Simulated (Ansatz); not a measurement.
KZnF3 (cubic perovskite, space group No. 221) under volume change, r²SCAN (plane waves, PAW; program Ansatz), scaled uniformly.

| V (Å³/atom) | E − E(relaxed) (meV/atom) | P (GPa) |
|---|---|---|
| 12.057 | 33.8 | 9.93 |
| 12.455 | 14.2 | 6.04 |
| 12.852 | 3.3 | 2.77 |
| 13.250 | 0.0 | 0.00 |
| 13.647 | 3.0 | -2.33 |
| 14.045 | 11.3 | -4.31 |
| 14.442 | 24.1 | -5.97 |

### Question
What does a third-order Birch–Murnaghan fit give for V₀, B₀ and B′?

### Answer
V₀ = 13.25 Å³/atom, B₀ = 84.6 GPa, B′ = 4.6.

Space group Pm-3m (cubic perovskite). Symmetry was held in the r²SCAN relaxation; phonons on a q-mesh show no instability.

Potentials: the later of the program's two PAW sets.
